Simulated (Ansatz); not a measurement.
Sr:
Space group Fm-3m (No. 225); a = b = c = 6.027 Å, α = β = γ = 90.00°

| atom | site | symmetry | x | y | z |
|---|---|---|---|---|---|
| Sr | 4a | m-3m | 0.0000 | 0.0000 | 0.0000 |
(The calculation used a cell of 1 atom; values per cell refer to that cell.)

Relaxed with PBE (plane waves, PAW; program Ansatz). Indices refer to the conventional cell of Fm-3m, a = b = c = 6.0270 Å, α = β = γ = 90.00°.

### Question
Simulate the powder diffraction pattern (Fe Kα, λ = 1.93735 Å; lines above 1 %) up to 2θ = 90°.

### Answer
Simulated powder pattern, Fe Kα, λ = 1.93735 Å (kinematic, ideal powder, no thermal factors, no anomalous dispersion; the 30 strongest lines at most, above 1 %, up to 2θ = 90°):

```
2θ (°)  d (Å)  I/Imax (%)    hkl
------  -----  ----------  -----
32.33   3.480         100  (111)
37.50   3.013          51  (200)
54.08   2.131          37  (220)
64.42   1.817          44  (311)
67.66   1.740          13  (222)
80.02   1.507         6.2  (400)
88.95   1.383          20  (331)
```

The PBE relaxation kept the symmetry of its start.

Potentials: the earlier of the program's two PAW sets.
